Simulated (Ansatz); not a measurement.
**FeB2: zone-centre modes under pressure**

FeB2, P6/mmm, a = 3.032 Å, c = 2.563 Å. The structure is a COD entry; whether it is the stable form wasn't checked. Ansatz: LDA, PAW, 420 eV, Γ-centred 18×18×16 mesh on 3 atoms, Gaussian smearing 0.20 eV; no spin polarisation. Cell and atoms are relaxed at each pressure with the symmetry kept; optical modes at Γ by linear response, in cm⁻¹, matched by rank (the highest 3 distinct ones).

```
P (GPa) V (Å³/atom)     ω1     ω2     ω3
      0        6.802  388.2  533.2  778.9
      2        6.760  394.2  535.6  784.3
      6        6.682      ?      ?      ?
```

Q: Get each mode's Grüneisen parameter γ = −d ln ω/d ln V from the other rows and predict the missing frequencies.

A: ln(V/V0) = 0.0000, -0.0062, -0.0178; a line through ln(ω/ω0) of the 2 known rows gives ω1: γ = 2.474, predicted 405.7, computed 405.7; ω2: γ = 0.724, predicted 540.1, computed 540.3; ω3: γ = 1.114, predicted 794.5, computed 795.1. The worst miss is 0.1 %, or 4 % of the shift under pressure, so a constant γ serves at that level. In a metal these frequencies hang on the mesh and smearing.

Spin polarisation was left out, and a magnetic state may lie lower.